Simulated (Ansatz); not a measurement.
GaAs (zinc blende)

```xyz
2
Lattice="0.0000 2.8295 2.8295 2.8295 0.0000 2.8295 2.8295 2.8295 0.0000" Properties=species:S:1:pos:R:3 pbc="T T T"
As     4.2443     4.2443     4.2443
Ga     0.0000     0.0000     0.0000
```

In this cell atom 2 (Ga, nearest neighbour As at 2.450 Å; its periodic images, 4.0 Å or more away, move with it) is moved by s along Cartesian z, unit vector (0.000, 0.000, 1.000); all other atoms and the cell stay fixed.

These are PBEsol (plane waves to 420 eV, PAW, scalar-relativistic; Ansatz, an electronic-structure program) values and carry that method's errors. k mesh 8×8×8 (Γ-centred), Fermi-Dirac smearing 0.05 eV. Energies are smeared free energies. As the smearing reaches across the gap at some points, energies and forces of such displacements shift with the k mesh and the smearing. GaAs was relaxed with its symmetry unable to fall. The zero of ΔE is the undisplaced structure. The last digit holds for this mesh only.

```csv
s (Å),ΔE (meV/cell)
-0.740,1978.2
-0.592,withheld
-0.444,827.9
-0.296,386.2
-0.148,99.3
0.000,0.0
0.148,99.3
0.296,386.2
0.444,827.9
0.592,withheld
0.740,1978.2
```

Problem. Fit an even polynomial form (powers 2, 4, 6) to the given rows and predict ΔE at s = 0.592.

Solution. Least squares on the 9 given rows: ΔE = (4582)·s² + (-2033)·s⁴ + (480.7)·s⁶, in meV/cell with s in Å; root-mean-square residual 0.11 meV/cell. At 0.592 the fit gives 1376.8 meV/cell; the calculation gives 1374.3 meV/cell, so the interpolation is off by 2.5 (+0.2 %). The quadratic term alone would give 1605.8 meV/cell.

(A displaced cell: forces are minus the slopes of the energy, force constants its curvatures, and phonons follow from these.)
